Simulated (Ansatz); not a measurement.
**Cd7S: from a guess to a relaxed structure**

Method: DFT PBE, scalar-relativistic, plane waves, PAW in Ansatz 0.2.0. Cutoff 420 eV, Gaussian smearing, Γ-centred meshes. Cell and atoms relax first on a coarse mesh, the cell is then made exact in the group found at 0.06 to 0.08 Å, and last on a converged mesh; the steps can't lower the symmetry of their start. No spin polarisation.

The guess for Cd7S was proposed by analogy with related compounds (P-3m1, No. 164). Its size is a guess.

```cif
data_structure
_symmetry_space_group_name_H-M 'P 1'
_symmetry_Int_Tables_number 1
_cell_length_a 3.1500
_cell_length_b 3.1500
_cell_length_c 21.2000
_cell_angle_alpha 90.000
_cell_angle_beta 90.000
_cell_angle_gamma 120.000
_cell_volume 182.17
loop_
_atom_site_label
_atom_site_type_symbol
_atom_site_fract_x
_atom_site_fract_y
_atom_site_fract_z
_atom_site_occupancy
Cd1 Cd 0.66667 0.33333 0.91000 1
Cd2 Cd 0.33333 0.66667 0.09000 1
Cd3 Cd 0.33333 0.66667 0.77300 1
Cd4 Cd 0.66667 0.33333 0.63700 1
Cd5 Cd 0.66667 0.33333 0.22700 1
Cd6 Cd 0.33333 0.66667 0.36300 1
Cd7 Cd 0.00000 0.00000 0.50000 1
S1 S 0.00000 0.00000 0.00000 1
```

Formation energies are uncorrected and refer to the elements' standard structures at the same level.

Q: Where does the relaxation end?

A: The symmetry stays P-3m1 (No. 164). The volume per atom grows by 5.2 %, from 22.8 to 24.0 Å³. The shortest distance goes from 2.64 Å (Cd–S) to 2.69 Å (Cd–S). The ratio c/a of the conventional cell changes by a factor of 0.70. Conventional cell: a = 3.613 Å, c = 16.952 Å. Cd on a site of symmetry 3m has 3 S at 2.69 Å and 3 Cd at 3.04 Å; Cd on a second site of symmetry 3m is surrounded by 6 Cd at 3.04–3.08 Å and 6 Cd at 3.61 Å; Cd on a third site of symmetry 3m has 6 Cd at 3.08–3.10 Å and 6 Cd at 3.61 Å; Cd on a site of symmetry -3m has 6 Cd at 3.10 Å and 6 Cd at 3.61 Å; around S lie 6 Cd at 2.69 Å.

```
CELL_PARAMETERS angstrom
3.61322 0.00000 0.00000
-1.80661 3.12914 0.00000
0.00000 0.00000 16.95192
ATOMIC_POSITIONS crystal
Cd 0.66667 0.33333 0.89952
Cd 0.33333 0.66667 0.10048
Cd 0.33333 0.66667 0.76880
Cd 0.66667 0.33333 0.63538
Cd 0.66667 0.33333 0.23120
Cd 0.33333 0.66667 0.36462
Cd 0.00000 0.00000 0.50000
S 0.00000 0.00000 0.00000
```

Q: Give its energy and gap.

A:

| Property | Result |
| --- | --- |
| Formation energy | −0.05 eV/atom |
| Gap on the 12×12×2 mesh of the 8-atom cell | 0 eV (a metal) |

A negative formation energy is needed for stability but isn't enough: competing phases decide.

The last run used Gaussian smearing of 0.10 eV. The reference form of S is held partly by dispersion forces, which this level lacks. A later test with randomly moved atoms ended 1 meV/atom lower, in P-3m1 at a loose tolerance, which is no clear verdict on its stability.
